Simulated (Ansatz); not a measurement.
PbO in space group P4/nmm (No. 129; Pb on 2c, O on 2a) at seven volumes, PBE in the plane-wave PAW code Ansatz, shape and atoms relaxed at each. One row is withheld.

```
V (Å³/atom)  P (GPa)
-----------  -------
20.950          1.25
21.641          0.68
22.332             ?
23.022          0.00
23.713         -0.16
24.404         -0.27
25.094         -0.33
```

Task: Fit the shown pressures and predict the withheld one.

Result: P = (3/2)B₀(x^(7/2) − x^(5/2))[1 + (3/4)(B′ − 4)(x − 1)] with x = (V₀/V)^(2/3). Least squares on the six rows gives V₀ = 23.048 Å³/atom, B₀ = 7.4 GPa, B′ = 13.44. At V = 22.332, x = 1.0213 and P = 0.29 GPa. The run itself gave 0.30 GPa.

Symmetry was held in the PBE relaxation. The volume lies over 15 % above that of the usual cell of this phase: another minimum, or an error of the functional. A crystal of weakly bound layers computed without a dispersion correction: the cell and the soft elastic constants depend strongly on that. Scalar-relativistic: spin–orbit coupling is off unless named, which matters more the heavier the elements.

Potentials: the later of the program's two PAW sets.
